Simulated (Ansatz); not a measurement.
CoTe:
```
CoTe
1.0
    3.81846     0.00000     0.00000
   -1.90923     3.30688     0.00000
    0.00000     0.00000     5.15825
Co Te
2 2
Cartesian
  0.00000   0.00000   2.57912
  0.00000   0.00000   0.00000
  1.90923   1.10229   3.86869
  0.00000   2.20459   1.28956
```

This is the LDA-relaxed structure.

### Question
All from plane-wave PAW LDA (Ansatz code), unless another level is named. Estimate the electronic character.

### Answer
metallic (no gap).

### Question
What about the density of states at the Fermi level?

### Answer
0.70 states/eV per atom (mean over ±0.08 eV).

### Question
What about the formation energy from the elements (no fitted shifts)?

### Answer
-0.15 eV/atom.

Space group P6_3/mmc (NiAs type). The workflow started from a Materials Project entry (that database holds measured and hypothetical structures alike); the Crystallography Open Database files this formula in space group No. 194, but the cells were not matched. Whether it is the stable phase at ambient conditions was not checked. The cell was relaxed with LDA under the symmetry of its start; of distortions, only those at the zone centre were tested. No spin polarisation was allowed. The references are the lowest solids computed at this level, not always the standard phases. Scalar-relativistic: spin–orbit coupling is off unless named, which matters more the heavier the elements.

Potentials: the later of the program's two PAW sets.
